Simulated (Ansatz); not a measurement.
Below is a relaxed structure of CsMo3P. The cell was found from a structure generator's guess, not taken from experiment.

These are results of Ansatz 0.2.0, DFT PBE, scalar-relativistic, plane waves, PAW, not measurements. Cutoff 420 eV, Γ-centred mesh, Gaussian smearing, no spin polarisation.

```
Cs Mo P
1.0
     5.44664    0.00000    0.00000
    -2.72332    4.71693    0.00000
     0.00000    0.00000    5.59605
Cs Mo P
1 3 1
Direct
  0.00000 0.00000 0.50000
  0.50000 0.00000 0.50000
  0.00000 0.50000 0.50000
  0.50000 0.50000 0.50000
  0.00000 0.00000 0.00000
```

Energies over the elements count from the elements' standard structures at the same level, with no fitted energy shifts. The references include black phosphorus.

Q: What space group does it have?

A: P6/mmm (No. 191). Conventional cell: a = 5.447 Å, c = 5.596 Å. Cs has 6 Mo at 2.72 Å and 2 P at 2.80 Å; Mo has 2 Cs at 2.72 Å and 4 Mo at 2.72 Å; around P lie 2 Cs at 2.80 Å.

Q: What is its formation energy per atom?

A: +3.04 eV/atom. It can't be a ground state, since the elements alone are lower.

Q: Is it a metal?

A: Yes, bands cross the Fermi level on the 12×12×8 mesh.

The last run used a 12×12×8 mesh (in the run's order of axes) for its 5-atom cell and Gaussian smearing of 0.10 eV. The reference form of P is held partly by dispersion forces, which this level lacks. Symmetry constrained the relaxation, so the result can be a saddle point. Another cell of CsMo3P relaxed alike, in Pmmm, lies 1.66 eV/atom lower, so this cell isn't the stable form at this level.
